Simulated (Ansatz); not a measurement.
Rb2S:
```xyz
6
Lattice="5.5361 0.0000 0.0000 -2.7680 4.7944 0.0000 0.0000 0.0000 7.3957" Properties=species:S:1:pos:R:3 pbc="T T T"
S      0.0000     3.1962     1.8489
S      2.7680     1.5981     5.5468
Rb     0.0000     0.0000     0.0000
Rb     0.0000     0.0000     3.6979
Rb     2.7680     1.5981     1.8489
Rb     0.0000     3.1962     5.5468
```

Plane-wave PAW r²SCAN (Ansatz code) gives a gap of 2.65 eV without spin–orbit coupling, maximum at Γ, minimum at Γ.

What happens when spin–orbit coupling is switched on?

The gap hardly moves, to 2.65 eV; maximum at Γ, minimum at Γ.

Give the electron effective mass with spin–orbit coupling.

0.30 mₑ (isotropic).

Give the hole effective mass with spin–orbit coupling.

0.41, 1.6, 1.6 mₑ (principal values).

Space group P6_3/mmc. The workflow started from an entry of the Crystallography Open Database (COD), which files this formula under 2 space groups. Its standing as an ambient phase is unchecked. The cell was relaxed with r²SCAN under the symmetry of its start; its stability against distortions is not shown here. The volume moved by -29 % from the start of the relaxation. The volume fell by over 15 % from the filed cell, which may lack light atoms or belong to other conditions.

Potentials: the later of the program's two PAW sets.
